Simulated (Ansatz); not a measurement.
TiAs in the zincblende structure: a workflow

Level of theory: DFT, PBEsol, scalar-relativistic, no spin polarisation; plane waves to 420 eV with PAW datasets (Ansatz 0.2.0), Γ-centred 10×10×10 mesh, 0.05 eV Gaussian smearing; PAW files: Ansatz's generated set soft_2.

The cell came from substitution into a structure type; whether the compound takes it is for experiment to say.

The start:

```
CELL_PARAMETERS angstrom
0.00000 2.57882 2.57882
2.57882 0.00000 2.57882
2.57882 2.57882 0.00000
ATOMIC_POSITIONS crystal
Ti 0.00000 0.00000 0.00000
As 0.25000 0.25000 0.25000
```

The first steps of the search for zero pressure:

```tsv
run	level	k-mesh	kind	V (Å³/atom)	P (GPa)	gap on the mesh (eV)
1	PBEsol	10×10×10	fixed cell	17.15	42.2	metal
2	PBEsol	10×10×10	fixed cell	19.21	20.8	metal
```

(1) At which volume does PBEsol reach zero pressure?

Answer:

(1) 22.99 Å³/atom, about 34.1 % over the start.

The steps that followed:

```tsv
run	level	k-mesh	kind	V (Å³/atom)	P (GPa)	E − E(final) (meV/atom)	gap on the mesh (eV)
3	PBEsol	10×10×10	fixed cell	21.51	6.2	27.0	metal
4	PBEsol	10×10×10	fixed cell	23.14	-0.5	0.2	metal
5	PBEsol	10×10×10	fixed cell	22.99	0.0	0.0	metal
```

Cell and atoms are those of this level's equilibrium.

The final structure (symmetry read at 0.01 Å). Symmetry: F-43m, No. 216, cubic system. Conventional cell: a = 5.687 Å, b = 5.687 Å, c = 5.687 Å, α = 90.00°, β = 90.00°, γ = 90.00°. Ti (site symmetry -43m) is surrounded by 4 As at 2.46 Å. As (site symmetry -43m) has 4 Ti at 2.46 Å as nearest neighbours. (Neighbours are counted to 15 % beyond the shortest distance.)

| atom | site | symmetry | x | y | z |
| --- | --- | --- | --- | --- | --- |
| Ti | 4a | -43m | 0.0000 | 0.0000 | 0.0000 |
| As | 4d | -43m | 0.2500 | 0.2500 | 0.7500 |

- At the final geometry the gap, band path included, is zero (metallic).
- The equation of state gives B0 = 81 GPa and B0′ = 4.1.
- Against the elements' standard states, run alike and uncorrected, the formation energy is -0.24 eV/atom.

**What lies behind the numbers.**

With 27 valence electrons in the calculation's cell and no magnetic order, the bands, two electrons each, can't all be full or empty: band theory demands a metal. (Only strong correlation, outside this picture, could make a Mott insulator of it.)

Spin polarisation wasn't tried.
